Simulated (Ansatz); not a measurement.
Na (simple cubic, Pm-3m) under volume change, plane-wave PAW r²SCAN (Ansatz code), scaled uniformly.

```
V (Å³/atom)  E − E(relaxed) (meV/atom)  P (GPa)
-----------  -------------------------  -------
36.282                             7.3     0.70
37.478                             3.1     0.44
38.674                             0.7     0.20
39.871                             0.0     0.00
41.067                             0.7    -0.18
42.263                             2.6    -0.33
43.459                             5.6    -0.47
```

Task: What does a third-order Birch–Murnaghan fit give for V₀, B₀ and B′?

Result: V₀ = 39.87 Å³/atom, B₀ = 6.3 GPa, B′ = 3.5.

A made-up cell: these elements were put on the sites of a structure type; neither database checked (COD, Materials Project) lists it. It is not the phase usual at ambient conditions (space group No. 229). Symmetry was held in the r²SCAN relaxation. At this level the phase is dynamically unstable (imaginary phonons).

Potentials: the later of the program's two PAW sets.
